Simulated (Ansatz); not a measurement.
A geometry of W away from equilibrium: step 4 of the relaxation of a generated cell, W built in the AFLOW prototype A_cI16_220_c (as in Li). Level of theory: PBE (plane waves to 420 eV, PAW, scalar-relativistic; Ansatz, a program for electronic structure). Γ-centred k-mesh 7×7×7 on the run's cell (coarser than for final values), Fermi–Dirac smearing 0.05 eV.

```xyz
8
Lattice="-3.1402 3.1402 3.1402 3.1402 -3.1402 3.1402 3.1402 3.1402 -3.1402" Properties=species:S:1:pos:R:3 pbc="T T T"
W      1.4446     1.4446     1.4446
W     -1.4446     1.6956     1.4446
W      1.6956     1.4446    -1.4446
W      1.4446    -1.4446     1.6956
W      3.0147     3.0147     3.0147
W      0.1255     3.2657    -0.1255
W      3.2657    -0.1255     0.1255
W     -0.1255     0.1255     3.2657
```

Task: Give the Cartesian forces on all atoms (eV/Å).

Result: 
```json
[
 {"atom": "W1", "Fx": "1.25", "Fy": "1.25", "Fz": "1.25"},
 {"atom": "W2", "Fx": "-1.25", "Fy": "-1.25", "Fz": "1.25"},
 {"atom": "W3", "Fx": "-1.25", "Fy": "1.25", "Fz": "-1.25"},
 {"atom": "W4", "Fx": "1.25", "Fy": "-1.25", "Fz": "-1.25"},
 {"atom": "W5", "Fx": "1.25", "Fy": "1.25", "Fz": "1.25"},
 {"atom": "W6", "Fx": "-1.25", "Fy": "-1.25", "Fz": "1.25"},
 {"atom": "W7", "Fx": "-1.25", "Fy": "1.25", "Fz": "-1.25"},
 {"atom": "W8", "Fx": "1.25", "Fy": "-1.25", "Fz": "-1.25"}
]
```

Task: What is the pressure?

Result: +17.4 GPa, compression positive.

Task: How much energy per atom can still be gained by relaxing?

Result: 0.32 to 0.33 eV/atom (the two k-meshes of the run give this range); the path ends in Im-3m (No. 229) (bcc (W type)).

No spin polarisation in the result.

The run could not lose the symmetry of its start.
